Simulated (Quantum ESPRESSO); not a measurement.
Inputs of pw.x and gipaw.x (a modified build of Quantum ESPRESSO, PBE) for AgI; the starting potential comes from an earlier run on another mesh:

```
&CONTROL
  calculation = 'scf'
  prefix = 'x'
  pseudo_dir = './pseudo'
  outdir = './out'
  tprnfor = .true.
/
&SYSTEM
  ibrav = 0
  nat = 2
  ntyp = 2
  ecutwfc = 40
  ecutrho = 160
  occupations = 'fixed'
  nbnd = 9
/
&ELECTRONS
  conv_thr = 1e-11
  startingpot = 'file'
/
ATOMIC_SPECIES
Ag 107.868 Ag.GGA_PBE-JTH.UPF
I 126.904 I.GGA_PBE-JTH.UPF
CELL_PARAMETERS angstrom
    0.000000000000     3.282095000000     3.282095000000
    3.282095000000     0.000000000000     3.282095000000
    3.282095000000     3.282095000000     0.000000000000
ATOMIC_POSITIONS crystal
Ag     0.000000000000     0.000000000000     0.000000000000
I      0.750000000000     0.750000000000     0.750000000000
K_POINTS automatic
7 7 7 1 1 1
```

```
&INPUTGIPAW
  job = 'nmr'
  prefix = 'x'
  tmp_dir = './out/'
  restart_mode = 'from_scratch'
  pawproj(1) = .true.
  pawproj(2) = .true.
  use_nmr_macroscopic_shape = .false.
/
```

Geometry: a computed entry of the Materials Project; it was not checked against measured cells. It is AgI in F-43m. Stability against distortions was not tested. The run has no spin polarisation.

**Question.** Predict the shielding tensors that the run ends with.

**Answer.** 
```
     Total NMR chemical shifts in ppm: ---------------------------------------
     (adopting the Simpson convention for anisotropy and asymmetry)-----------

     Atom  1  Ag  pos: (  0.000000  0.000000  0.000000)  Total sigma:        2761.74
          2761.7381          0.0000          0.0000
             0.0000       2761.7381          0.0000
             0.0000          0.0000       2761.7381

     Ag      1    anisotropy:      0.00    eta:    0.0000
     Ag      1    sigma_11=   2761.74
     Ag      1    sigma_22=   2761.74
     Ag      1    sigma_33=   2761.74

     Atom  2  I   pos: (  1.060660  1.060660  1.060660)  Total sigma:        5018.72
          5018.7151         -0.0000          0.0000
            -0.0000       5018.7151          0.0000
             0.0000          0.0000       5018.7151

     I       2    anisotropy:     -0.00    eta:    0.0000
     I       2    sigma_11=   5018.72
     I       2    sigma_22=   5018.72
     I       2    sigma_33=   5018.72
```
The printed anisotropy is 3/2 (σ_33 − σ_iso) in the program's own order; the axes are left out here. All sites are cubic, so the anisotropy vanishes by symmetry. Shieldings are absolute and leave out the bulk-susceptibility term; a larger σ means a smaller chemical shift. In our sweeps, cutoffs and meshes of this size left a few ppm, and up to some 20 ppm on atoms from Zn on. Spin–orbit coupling is left out; its weight grows with the heaviest atom, I here. No d partial waves on I: the paramagnetic term there is incompletely reconstructed. Static lattice: thermal averaging is not included.
